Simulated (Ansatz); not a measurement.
Given:

Li2MoO3:
```yaml
crystal:
  lattice:
    - [1.67296, -0.05285, 4.94165]
    - [2.24454, 4.39711, 0.00000]
    - [-4.93449, 0.00000, 0.00000]
  atoms:
    - { symbol: Li, position: [0.98690, 0.80714, 0.13982] }
    - { symbol: Li, position: [0.01310, 0.19286, 0.86018] }
    - { symbol: Li, position: [0.00000, 0.50000, 0.50000] }
    - { symbol: Li, position: [0.50000, 0.50000, 0.00000] }
    - { symbol: Mo, position: [0.49662, 0.86130, 0.64199] }
    - { symbol: Mo, position: [0.50338, 0.13870, 0.35801] }
    - { symbol: O, position: [0.72686, 0.14287, 0.06288] }
    - { symbol: O, position: [0.27314, 0.85713, 0.93712] }
    - { symbol: O, position: [0.72330, 0.49322, 0.72304] }
    - { symbol: O, position: [0.27670, 0.50678, 0.27696] }
    - { symbol: O, position: [0.23309, 0.17623, 0.58729] }
    - { symbol: O, position: [0.76691, 0.82377, 0.41271] }
```

This is the r²SCAN-relaxed structure.

Problem. All from DFT-r²SCAN in the program Ansatz with PAW potentials, unless another level is named. Estimate the gap with spin–orbit coupling.

Solution. 0.21 eV.

Problem. Predict the HSE06 gap on the r²SCAN cell.

Solution. 1.11 eV.

Problem. What about the formation energy from the elements (no fitted shifts)?

Solution. -209 kJ/mol of atoms.

Space group P-1. The first step of the workflow began from a Materials Project structure, measured or hypothetical; the Crystallography Open Database copy checked does not list it. Entries of such low symmetry are often ordered models of mixed-site phases. Whether it is the stable phase at ambient conditions was not checked. Symmetry was held in the r²SCAN relaxation; whether a distortion lowers the energy is not shown. The run is not spin-polarised. No Hubbard U is applied. The references are the lowest solids computed at this level, not always the standard phases (solids in place of the gases). Scalar-relativistic: spin–orbit coupling is off unless named, which matters more the heavier the elements.

Potentials: the later of the program's two PAW sets.
